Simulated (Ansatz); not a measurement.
## Slab of bcc Mo (100), 5 layers

The slab is cut from the bcc crystal, the stable phase, as relaxed on PAW files (15.79 Å³/atom), with 16 Å of vacuum and a dipole correction:

```
Mo
1.0
     3.16073    0.00000    0.00000
     0.00000    3.16073    0.00000
     0.00000    0.00000   22.32150
Mo
5
Direct
  0.00000 0.00000 0.35840
  0.50000 0.50000 0.42920
  0.00000 0.00000 0.50000
  0.50000 0.50000 0.57080
  0.00000 0.00000 0.64160
```

Level of theory: DFT with PBE, scalar-relativistic, in Ansatz 0.2.0; a Γ-centred 12×12×1 k mesh, Fermi–Dirac smearing of 0.08 eV, no spin polarisation. LAPW: all electrons, basis error target 1 meV/atom; PAW: frozen-core files, cutoff 420 eV.

The bulk energy comes from a cell in the slab's orientation on a 12×12×12 mesh. The surface energy is (E(slab) − N·E(bulk))/2A at zero smearing, the mean of both faces; thin slabs carry quantum-size effects.

Problem. As cut, the LAPW slab lies 4.429 eV above 5 atoms of bulk. What surface energy is that?

Solution. Over two faces of 9.99 Å² it is 221.6 meV/Å², and times 16.02 J/m² per eV/Å² that gives γ = 3.551 J/m².

Problem. What do relaxation and the other method give, and what work function comes out?

Solution. 

```tsv
method	γ as cut (J/m²)	γ relaxed (J/m²)	Φ as cut (eV)	Φ relaxed (eV)
LAPW	3.551	3.343	3.96	3.92
PAW	3.550	3.342	3.96	3.92
```

Problem. How do the spacings between the planes relax?

Solution. From the bottom face up: d12 -11.4 % of 1.580 Å, d23 +2.0 % of 1.580 Å, d34 +2.0 % of 1.580 Å, d45 -11.4 % of 1.580 Å.

Problem. A 3d core hole is made on one atom of each kind in every 1×1 cell (PAW hole dataset, neutral cell, valence without spin). What does it cost by layer?

Solution. layer 1 226.62 eV, layer 2 227.12 eV, layer 3 227.16 eV. Shifts between layers mean more than the absolute values, and a whole layer of holes screens otherwise than one hole.
